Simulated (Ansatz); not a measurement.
# MgZnO₂, first-principles data

MgZnO$_{2}$:
```
MgZnO2
1.0
    1.50290     0.86770     4.86959
   -1.50290     0.86770     4.86959
    0.00000    -1.73540     4.86959
Mg Zn O
1 1 2
Cartesian
  0.00000   0.00000   0.00000
  0.00000   0.00000   7.30438
  0.00000   0.00000   3.68251
  0.00000   0.00000  10.92626
```

Space group R-3m (No. 166); conventional cell a = b = 3.0058 Å, c = 14.6088 Å, α = β = 90.00°, γ = 120.00°.

Method: PBEsol (plane waves, PAW; program Ansatz). Structure relaxed to zero pressure with the same functional. Other levels are named where they apply.

Cell and energy:

```json
{
  "volume_per_atom": "9.53 Å³",
  "density": "5.30 g/cm³",
  "Formation energy from the elements (no fitted shifts)": "-2035 meV/atom"
}
```

Electronic structure:

```json
{
  "band_gap": "2.58 eV (indirect)",
  "valence_band_maximum": "at T",
  "conduction_band_minimum": "at Γ",
  "smallest_direct_gap_on_the_standard_path": "2.90 eV",
  "electron_effective_mass": "0.27 mₑ (isotropic)",
  "HSE06 gap on the PBEsol cell": "4.46 eV"
}
```

Mechanics:

```json
{
 "Bulk modulus (Birch–Murnaghan fit)": "171 GPa",
 "Pressure derivative B′": "4.3",
 "Elastic constants (relaxed ions, GPa)": "C11 = 308, C12 = 109, C13 = 97.2, C14 = -25.1, C33 = 318, C44 = 69.1",
 "mechanical_stability": "stable (all eigenvalues of C positive)",
 "hill_bulk_and_shear_moduli": "171 and 84.4 GPa",
 "Young's modulus": "218 GPa",
 "Poisson's ratio": "0.29",
 "debye_temperature_from_the_elastic_constants": "625 K"
}
```

Dielectric response:

```json
{
 "Electronic dielectric constant ε∞ (DFPT)": "4.13 (xx = yy), 4.05 (zz)",
 "Static dielectric constant ε0 (ions relaxed, cell fixed)": "17.8 (xx = yy), 15.1 (zz)",
 "Born charges (a third of the trace)": "Mg +2.13, Zn +2.23, O -2.18 e"
}
```

Phonons:

```json
{
 "Highest zone-centre frequency (without LO–TO term)": "533 cm^-1",
 "zone_centre_stability": "no imaginary mode at Γ"
}
```

The first step of the workflow began from a Materials Project structure, measured or hypothetical; the Crystallography Open Database copy checked does not list it. With Mg and Zn taken as one species the cell has the higher symmetry Fm-3m, so it may be an ordered model of a mixed-site phase. Its standing as an ambient phase is unchecked. Symmetry was held in the PBEsol relaxation. The references are the lowest solids computed at this level, not always the standard phases (solids in place of the gases).

Potentials: the later of the program's two PAW sets.
